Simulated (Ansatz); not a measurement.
Relaxed candidate structures of ScAl3:

A. Pm-3m (No. 221), cP4, Cu3Au type; a = b = c = 4.072 Å, α = β = γ = 90.00°; Sc 1a (0.000, 0.000, 0.000); Al 3c (0.000, 0.500, 0.500)

B. I4/mmm (No. 139), tI8, AFLOW prototype A3B_tI8_139_bd_a (D0_22, as in TiAl3); a = b = 3.991 Å, c = 8.741 Å, α = β = γ = 90.00°; Al 2a (0.000, 0.000, 0.000); Al 4d (0.000, 0.500, 0.250); Sc 2b (0.000, 0.000, 0.500)

C. Pm-3n (No. 223), cP8, A15 (Cr3Si type); a = 5.261 Å, b = 5.261 Å, c = 5.261 Å, α = 90.00°, β = 90.00°, γ = 90.00°; Al 6c (0.000, 0.500, 0.250); Sc 2a (0.000, 0.000, 0.000)

D. R32, hexagonal axes (No. 155), hR8; a = 7.665 Å, b = 7.665 Å, c = 8.626 Å, α = 90.00°, β = 90.00°, γ = 120.00°; Al 9e (0.308, 0.308, 0.500); Al 9d (0.000, 0.220, 0.000); Sc 6c (0.000, 0.000, 0.302)

E. C2/m (No. 12), mS16; a = 9.6283 Å, b = 4.1405 Å, c = 8.2757 Å, α = 90.00°, β = 120.51°, γ = 90.00°; Al 4i (0.476, 0.000, 0.166); Al 4i (0.162, 0.000, 0.388); Al 2a (0.000, 0.000, 0.000); Al 2d (0.000, 0.500, 0.500); Sc 4i (0.200, 0.000, 0.782)

Q: Rank these by energy per atom (lowest first), as PBEsol (plane waves to 420 eV, PAW, scalar-relativistic; Ansatz, a first-principles code) gives it.

A: A (reference, the lowest among the structures calculated here), B (+0.10 eV/atom), E (+0.16 eV/atom), D (+0.28 eV/atom), C (+0.32 eV/atom)

Probably no minimum, since a slightly shaken restart fell lower: Pm-3n, cP8, A15 (Cr3Si type) (by 0.03 eV/atom, to R32). Each run could gain symmetry but not lose that of its start, so entries can be saddle points. From databases, or of a type measured for this composition: Pm-3m, cP4, Cu3Au type; the others are generated cells (placed on structure types, drawn at random, substituted or restacked) that were not matched to a known phase here. Energies are at zero temperature and pressure, without zero-point motion. Each cell has its own k-point mesh; energy differences are given only to the digits this allows. No spin polarisation in the result.
